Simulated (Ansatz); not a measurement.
In r²SCAN in the plane-wave PAW code Ansatz, ZrTa in the orthorhombic phase (Pmma; Ta on 2e, Zr on 2f) relaxes to a = 4.656 Å, b = 3.570 Å, c = 4.971 Å. Against the elements it lies at 0.17 eV/atom, with no fitted shifts.

Electronic character: metallic (no gap).

An equation-of-state fit gives a bulk modulus of 122 GPa. Bader charges are Ta -0.91, Zr +0.91 e.

The start of the workflow was typed in or built on a structure type; neither database checked (COD, Materials Project) lists it. Whether it is the stable phase at ambient conditions was not checked. The cell was relaxed with r²SCAN under the symmetry of its start; whether a distortion lowers the energy is not shown. No spin polarisation was allowed. Its formation energy is positive at this level, so the cell may be metastable or incomplete. Axis ratios of metals converge slowly with the k-mesh, so a and c are less sure than the volume. The references are the lowest solids computed at this level, not always the standard phases. Scalar-relativistic: spin–orbit coupling is off unless named, which matters more the heavier the elements.

Potentials: the later of the program's two PAW sets.
